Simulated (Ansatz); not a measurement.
AgI (wurtzite)

```yaml
crystal:
  lattice:
    - [4.56021, 0.00000, 0.00000]
    - [-2.28011, 3.94926, 0.00000]
    - [0.00000, 0.00000, 7.45046]
  atoms:
    - { symbol: Ag, position: [0.66667, 0.33333, 0.00017] }
    - { symbol: Ag, position: [0.33333, 0.66667, 0.50017] }
    - { symbol: I, position: [0.66667, 0.33333, 0.62503] }
    - { symbol: I, position: [0.33333, 0.66667, 0.12503] }
```

The slice is a (0001) plane (indices of the conventional cell) through the point (0.333, 0.667, 0.125) (fractional), spanned by u = [110] and v = [1 -1 0] in vectors of this cell: u (4.56 Å) and v (7.90 Å, at 90° to u). It covers one period; positions are fractions (u, v).

Level of theory: PBEsol (plane waves to 420 eV, PAW, scalar-relativistic; Ansatz, a quantum-chemistry and plane-wave program). k mesh 8×8×5. Near the nuclei the fields are pseudised (PAW); where an atom keeps semicore shells as valence, they peak there. AgI was relaxed with its symmetry unable to fall. Spin-orbit coupling is left out, though I is heavy.

Q: Predict the map of the electrostatic potential energy of an electron, from the cell's mean on the slice.

A: 
```tsv
v \ u	0.00	0.14	0.29	0.43	0.57	0.71	0.86
0.92	x	x	0.7	-0.5	-0.5	0.7	x
0.83	-0.3	1.9	1.7	x	x	1.7	1.9
0.75	4.9	4.8	3.3	-0.5	-0.5	3.3	4.8
0.67	5.4	5.1	3.4	-0.1	-0.1	3.4	5.1
0.58	5.1	4.3	<-3.0	x	x	<-3.0	4.3
0.50	4.0	3.1	x	x	x	x	3.1
0.42	-1.5	1.0	<-3.0	x	x	<-3.0	1.0
0.33	x	-1.7	2.7	0.4	0.4	2.7	-1.7
0.25	-1.7	1.5	4.4	4.9	4.9	4.4	1.5
0.17	-1.0	1.7	4.5	5.3	5.3	4.5	1.7
0.08	x	x	2.0	5.0	5.0	2.0	x
0.00	x	x	-0.8	3.9	3.9	-0.8	x
```

Values: electrostatic potential energy of an electron, from the cell's mean, in eV. Points within 1 Å of a nucleus are blanked (x), as the pseudised field means little there. Values under -3 eV are set to -3. The zero, the cell's mean, hangs on the PAW cores.
